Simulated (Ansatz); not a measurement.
## Ge (Fd-3m): phonons

Level of theory: PBEsol, PAW on Ansatz 0.2.0's default frozen-core files (fitted under PBE), scalar-relativistic.

Cell and atoms were relaxed beforehand by PAW with this functional.

Command line:

```sh
ansatz run input.yaml --threads 1 --pin off --max-ram 3072MiB --backend cpu --events-out ev --progress --plain --runs-dir out
```

Input file:

```yaml
crystal:
  lattice:
    - [0.0, 2.83793415597, 2.83793415597]
    - [2.83793415597, 0.0, 2.83793415597]
    - [2.83793415597, 2.83793415597, 0.0]
  atoms:
    - { symbol: Ge, position: [0.5, 0.5, 0.5] }
    - { symbol: Ge, position: [0.75, 0.75, 0.75] }
kpoints:
  mp_grid: { grid: [10, 10, 10] }
scf:
  occupations: { method: fermi_dirac, width: 0.05 }
hamiltonian:
  xc: pbesol
  pseudopotentials: { kind: paw }
phonons:
  qmesh: [2, 2, 2]
  qpath:
    path:
      - [0.0, 0.0, 0.0]
      - [0.5, 0.0, 0.5]
      - [0.625, 0.25, 0.625]
      - [0.375, 0.375, 0.75]
      - [0.0, 0.0, 0.0]
      - [0.5, 0.5, 0.5]
      - [0.5, 0.25, 0.75]
      - [0.5, 0.0, 0.5]
    npoints: 6
  temperatures: { t_min: 0, t_max: 1000, t_step: 100 }
```

The program printed:

```
Warning: RAYON_NUM_THREADS=1 ignored (pool sized by the plan → 1); use --threads N
Engine: ansatz 0.2.0, aarch64-unknown-linux-gnu
Pseudopotentials: kind: paw
Pseudopotential: Ge, paw, valence charge 14, recommended cutoff 420 eV (normal), Ge.paw.azcp
Functional definition: PBEsol
  exchange = pbesol_x
  correlation = pbesol_c
Crystal: 4 atoms, lattice volume = 91.425 Å³
Basis set: ecut = 420 eV, 1787 PW (Γ), FFT grids on a1, a2, −a1+a2+a3, exchange–correlation on 54×54×80 points (8 copies of the dense FFT grid, shifted against one another)
Bands: 36, of which v1, the nominal top of the filled ones, is band 28 counted from 1 (27 counted from 0)
Symmetry: 32 space group operations
k-points: 63 of 500
Non-local potential: Ge, projectors of the file, l = 0: 2, l = 1: 2, l = 2: 3, l = 3: 1
PAW form: soft (Blöchl's): semilocal exchange-correlation on the pseudo side does not see the compensation charge
PAW frozen core: Ge, regenerated for the run's functional, and the local potential with it (the file was generated under x = pbe(κ = 0.804, μ = 0.2195149727645171), c = pbe(β = 0.06672455060314922))
PAW one-centre angular grid: Ge, 590 points (default); XC on 64 Gauss nodes
Initial density: handed on by an earlier stage of this run
Initial wavefunctions: those handed on with the density
Functional: x = pbesol(κ = 0.804, μ = 0.12345679012345678), c = pbesol(β = 0.046)
SCF iter   1: F=—  HF=-17013.981846 eV  |F-HF|=—  |Δ(HF+E_count)|=         —  Δρ=1.15e-8  dr2=6.04e-14  ethr=1.12e-12  ⟨swp⟩=3.7  Hψ=6731  notcnv=0
preconditioner: auto → Kerker (q_TF=auto, 2.514 Å⁻¹)  [metal: Δε(μ)=0.088 eV  Ē_g=23.357 eV  σ=0.050 eV  W_gap=0.35  n_scr=28 (ndim 8)  ℏωp=29.1 eV  f_vac=0.059  D(μ)=0.15/eV (n_scr^D=0)]
SCF iter   2: F=-17013.981846 eV  HF=-17013.981846 eV  |F-HF|=0.00e0  |Δ(HF+E_count)|=    0.00e0  Δρ=7.26e-9  dr2=2.63e-14  ethr=1.00e-12  ⟨swp⟩=2.0  Hψ=4285  notcnv=0
SCF 1 converged in 2 iterations: F = -17013.981846 eV  dr2 = 2.63e-14
[... 57 lines left out ...]
Internal energy: -17013.980492 eV  (E = F + TS)
E sigma→0 (E₀):  -17013.981169 eV
Entropy (-TS):   -0.001354 eV (-0.338 meV/atom)
Fermi energy:    8.316179 eV
--- Per-component energies (eV) ---
  E_band       = -611.026951
  E_kinetic    = 445.984722
  E_local      = -9915.927265  (includes V_loc(G=0)·N_el)
  E_nonlocal   = 1680.504433
  E_hartree    = 4345.164365
  E_xc         = -299.780154
  E_vxc        = -258.804269  (∫ρ·V_xc dr)
  E_paw        = -7916.419826  (= ΣΔE_a)
  E_vpaw       = -1253.114937  (= ΣTr[D̂ρ^β])
  E_aug_tail   = 0.001626  (compensation charges beyond the density's cutoff)
  E_ewald      = -5357.180137
  E_core_change = 3.671745  (= ΣΔE_core)
  E_smearing   = -0.001354  (= −TS)
  E_closure    = 0.000000  (closes the sum)
  Σ components = -17013.981846   (vs F -17013.981846, Δ=0.00e0)
--- Forces (eV/Å), atoms counted from 1 ---
  atom   1  Ge    -0.00000000     0.00000000    -0.00000000
  atom   2  Ge    -0.00000000     0.00000000     0.00000000
  atom   3  Ge     0.00000000     0.00000000    -0.00000000
  atom   4  Ge     0.00000000     0.00000000     0.00000000
  max |Σ_I F_I| component: 2.78e-17 eV/Å
--- Phonons: 4 displaced members + 2 references (amplitude of the first 0.0025 Å, Σ member SCF iterations 30) ---
  ASR residual: 8.982e-5 → 0.000e0 eV/Å²; symmetrization residual: 7.105e-15 eV/Å²
  largest component of a force at the reference: 4.9e-17 eV/Å
  ASR residual per site (eV/Å²): 8.98e-5 8.98e-5
  Γ frequencies (cm⁻¹): 0.00 0.00 0.00 281.90 281.90 281.90
--- Phonons (by wavevector): 3 wavevectors in 2 supercells ---
  supercell 1 (2 cells, vectors [1, 0, 0], [0, 1, -1], [0, 0, 2] in multiples of the cell's): 2 displaced members by 0.0025 Å; free energy -17013.981846 eV; taken off its force constants: by the sum rule 9.0e-5, by the ...
  symmetry images taken by strict's conditions (phonons.symmetry_images: auto; settled by no image being taken that strict refuses)
  supercell 2 (2 cells, vectors [1, 0, 0], [0, 1, 0], [0, 0, 2] in multiples of the cell's): 2 displaced members by 0.0025 Å; free energy -17013.981846 eV; taken off its force constants: by the sum rule 3.7e-6, by the ...
  symmetry images taken by strict's conditions (phonons.symmetry_images: auto; settled by no image being taken that strict refuses)
  q = [0.0000, 0.0000, 0.0000] (star 1, supercell 1; hermiticity 0.00e0, symmetrization 2.60e-6): -0.00 -0.00 -0.00 281.90 281.90 281.90
  q = [0.0000, 0.0000, -0.5000] (star 4, supercell 2; hermiticity 5.03e-17, symmetrization 4.84e-16): 57.30 57.30 211.66 230.92 275.61 275.61
  q = [0.0000, -0.5000, -0.5000] (star 3, supercell 1; hermiticity 1.05e-16, symmetrization 2.87e-16): 71.63 71.63 230.01 230.01 261.25 261.25
  joined force constants: q→R imaginary residual 1.64e-17
  density of states and harmonic sums: on the 20×20×20 q-mesh, interpolated from the force constants of a 2×2×2 supercell (no non-analytic term)
  largest difference from the sums on the solved wave vectors: F 6.82e-2 eV, S 1.00e-4 and C_V 3.23e-5 eV/K
```

The calculation finished and met its thresholds.

Phonons on the q mesh:

Harmonic phonons of a crystal by Kohn-Sham DFT at the given cell, standard atomic masses, acoustic sum rule imposed; negative wavenumbers are unstable modes; one row a degenerate set, branches counted upwards.

```
Unstable phonons : no
```

| point | q a (r.l.u.) | q b (r.l.u.) | q c (r.l.u.) | branch | phonon wavenumber (cm⁻¹) | degeneracy |
| --- | --- | --- | --- | --- | --- | --- |
| Gamma | 0 | 0 | 0 | 4 | 281.9 | 3 |
| L | 0.5 | 0 | 0 | 1 | 57.3 | 2 |
| L | 0.5 | 0 | 0 | 3 | 211.7 | 1 |
| L | 0.5 | 0 | 0 | 4 | 230.9 | 1 |
| L | 0.5 | 0 | 0 | 5 | 275.6 | 2 |
| X | 0.5 | 0.5 | 0 | 1 | 71.6 | 2 |
| X | 0.5 | 0.5 | 0 | 3 | 230 | 2 |
| X | 0.5 | 0.5 | 0 | 5 | 261.2 | 2 |

### Zone-centre phonons

Optical zone-centre levels upwards with Mulliken labels, activity, and the element with most of the kinetic energy.

* Point group: m-3m

| number | phonon wavenumber (cm⁻¹) | label | infrared | raman | lead element |
| --- | --- | --- | --- | --- | --- |
| 1 | 281.9 | T2g | no | yes | Ge |

**Harmonic thermodynamics**

Sums over wave vectors interpolated from the q mesh.

| Property | Result |
| --- | --- |
| Zero point energy | 34.42 meV/atom |

```
temperature (K)  phonon heat capacity (k_B/atom)  phonon entropy (k_B/atom)  phonon free energy (meV/atom)
            100                            1.721                      1.403                          29.45
            200                            2.533                      2.905                          10.55
            300                            2.774                      3.987                         -19.39
            400                            2.869                      4.799                          -57.4
            500                            2.915                      5.445                         -101.6
            600                             2.94                      5.979                         -150.9
            700                            2.956                      6.433                         -204.4
            800                            2.966                      6.829                         -261.6
            900                            2.973                      7.179                           -322
           1000                            2.978                      7.492                         -385.2
```

Caveats: frozen-core PAW files fitted under PBE, their cores solved anew for the functional of the run; the gap is closed or tiny at this level, so small that the run used smearing; responses move with mesh and smearing; activity by symmetry alone, a metal screens infrared modes; coarse q mesh.

It took 2.9 min on 1 thread of Arm Neoverse V2, with other jobs on the host, peak memory 0.62 GiB.
